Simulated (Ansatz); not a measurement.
**Band structure of ScPt**

```xyz
2
Lattice="3.2700 0.0000 0.0000 0.0000 3.2700 0.0000 0.0000 0.0000 3.2700" Properties=species:S:1:pos:R:3 pbc="T T T"
Sc    1.6350    1.6350    1.6350
Pt    0.0000    0.0000    0.0000
```

Atoms are numbered in the order listed.

The geometry is COD entry 1537628, unchecked; take it as a test cell.

Spin polarisation is left out, and whether a magnetic state lies lower isn't shown here.

Spin–orbit coupling is left out, though it moves levels of the heavy atoms by tenths of an eV or more.

Method: DFT, LDA, all-electron LAPW, scalar-relativistic (Ansatz 0.2.0).

The runs use a Γ-centred 10×10×10 k mesh, Fermi–Dirac smearing of 0.05 eV, basis error target 0.25 meV/atom, no spin polarisation.

Points in fractions of the reciprocal vectors of this cell: Γ (0, 0, 0), X (0, 0.5, 0), M (0.5, 0.5, 0), R (0.5, 0.5, 0.5). The path joins them by straight lines in the order Γ–X–M–Γ–R–X–R–M; legs that retrace an earlier one aren't tabulated. Energies are in eV from the Fermi level.

**Question.** Metal or insulator at this level of theory?

**Answer.** No gap opens: metallic or semimetallic.

**Question.** Tabulate bands 28 to 33, counted from the lowest band of the run, along the path.

**Answer.** 
```csv
k (1/Å),point,band 28,band 29,band 30,band 31,band 32,band 33
0.00,Γ,-2.85,-2.85,1.41,1.41,3.42,3.42
0.14,,-2.87,-2.84,1.34,1.43,3.22,3.22
0.27,,-2.93,-2.78,1.14,1.46,2.76,2.76
0.41,,-3.01,-2.71,0.84,1.39,2.24,2.24
0.55,,-3.10,-2.62,0.49,1.02,1.78,1.78
0.69,,-3.17,-2.53,0.16,0.28,1.43,1.43
0.82,,-3.22,-2.47,-0.53,-0.08,1.21,1.21
0.96,X,-3.24,-2.45,-0.93,-0.16,1.14,1.14
1.10,,-2.82,-2.56,-0.95,-0.04,1.19,1.29
1.24,,-2.83,-2.31,-1.01,0.28,1.32,1.67
1.37,,-3.15,-1.74,-1.08,0.73,1.44,2.17
1.51,,-3.32,-1.12,-1.10,1.20,1.42,2.67
1.65,,-2.59,-1.12,-0.46,1.17,1.61,3.10
1.78,,-1.89,-1.03,0.08,0.68,1.85,3.39
1.92,M,-1.61,-0.85,0.31,0.31,1.92,3.49
2.12,,-2.04,-1.44,0.39,0.63,1.80,3.23
2.31,,-2.84,-2.52,0.45,1.07,1.49,2.65
2.50,,-3.28,-3.09,0.62,1.22,1.29,2.09
2.70,,-3.28,-2.80,0.97,1.28,1.37,1.91
2.89,,-3.05,-2.73,1.13,1.39,2.10,2.29
3.09,,-2.90,-2.81,1.32,1.41,3.00,3.01
3.28,Γ,-2.85,-2.85,1.41,1.41,3.42,3.42
3.52,,-2.93,-2.79,1.35,1.35,2.65,3.21
3.76,,-3.17,-2.83,1.27,1.27,1.67,2.72
3.99,,-3.51,-3.38,1.28,1.28,1.87,2.24
4.23,,-3.52,-3.52,0.92,0.92,2.34,2.34
4.47,,-2.90,-2.90,0.18,0.18,2.91,2.91
4.71,,-2.24,-1.99,-0.67,-0.67,3.43,3.43
4.94,R,-1.55,-1.43,-1.43,-1.43,2.96,3.63
5.14,,-2.15,-1.33,-1.25,-0.70,3.43,3.55
5.33,,-2.93,-1.18,-1.13,0.02,2.92,3.38
5.53,,-3.48,-1.14,-1.09,0.59,2.21,3.19
5.72,,-3.54,-1.38,-1.09,0.94,1.42,3.07
5.91,,-3.10,-1.93,-1.03,0.66,1.09,2.45
6.11,,-2.66,-2.61,-0.97,0.07,1.14,1.53
6.30,X,-3.24,-2.45,-0.93,-0.16,1.14,1.14
7.66,R,-1.55,-1.43,-1.43,-1.43,2.96,3.63
7.80,,-1.55,-1.37,-1.37,-1.01,3.27,3.50
7.94,,-1.56,-1.20,-1.20,-0.80,3.18,3.61
8.07,,-1.57,-0.92,-0.92,-0.75,2.79,3.60
8.21,,-1.59,-0.76,-0.56,-0.56,2.43,3.58
8.35,,-1.60,-0.80,-0.18,-0.18,2.15,3.56
8.49,,-1.61,-0.83,0.16,0.16,1.97,3.55
8.62,M,-1.61,-0.85,0.31,0.31,1.92,3.49
```
